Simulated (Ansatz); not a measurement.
BaO (rock salt, Fm-3m), a = b = c = 5.573 Å, α = β = γ = 90.00°; the cell used has 2 atoms.

Relaxed with PBE.

**Question.** Give the optical modes at the zone centre with their infrared and Raman activity from DFPT, the program Ansatz at the PBE level (PAW).

**Answer.** Transverse frequencies, without the LO–TO term; a row sums one degenerate level.

| ω (cm⁻¹) | degeneracy | IR ((D/Å)²/amu) | Raman (Å⁴/amu) | activity | symmetry |
|---|---|---|---|---|---|
| 71 | 3 | 36.08 | 0 | IR | T1u |

**Question.** How high does the top mode go among those that the LO–TO term moves?

**Answer.** 383 cm⁻¹ for q along x.

The PBE relaxation kept the symmetry of its start; phonons on a q-mesh show no instability. Scalar-relativistic: spin–orbit coupling is off unless named, which matters more the heavier the elements.

Potentials: the later of the program's two PAW sets.
